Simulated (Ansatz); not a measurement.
# Coordination and S-33 quadrupole coupling in Bi₂S₃

Cell: a computed structure from the Materials Project (it need not be an observed phase) whose atoms were relaxed with r2SCAN, the cell held.

Space group Pnma (No. 62); a = 11.5936, b = 3.9978, c = 11.1606 Å.

```
site  Wyckoff  site symmetry       x       y       z
 Bi1       4c            .m.  0.0180  0.2500  0.3262
 Bi5       4c            .m.  0.1567  0.7500  0.0329
  S9       4c            .m.  0.4522  0.7500  0.3718
 S13       4c            .m.  0.1212  0.7500  0.4433
 S17       4c            .m.  0.7108  0.2500  0.3086
```

One atom of each set is listed.

All values are calculated (Ansatz; DFT, r2SCAN, plane waves and PAW, scalar-relativistic, 500 eV cutoff, Γ-centred 3×7×3 k-points, Fermi–Dirac smearing 0.01 eV), not measured.

Q(S-33) = -69.40 mb.

Q: Order the S environments from the weakest to the strongest quadrupole coupling.
A. S13: 2 Bi at 2.67 Å; also 1 Bi at 3.04 Å
B. S17: 3 Bi at 2.69–2.74 Å
C. S9: 5 Bi at 2.60–3.08 Å

A: B (5.71 MHz, η = 0.31), C (9.11 MHz, η = 0.71), A (15.9 MHz, η = 0.31).

At S17 V_zz stands upright on the plane through its three neighbours (within 1°). At S9 V_zz points along its shortest bond, to Bi (within 7°). At S13 V_zz stands upright on the plane of its two bonds (within 4°).

Without spin–orbit coupling the gradients at and beside Bi can be off by some per cent, at some sites by more.
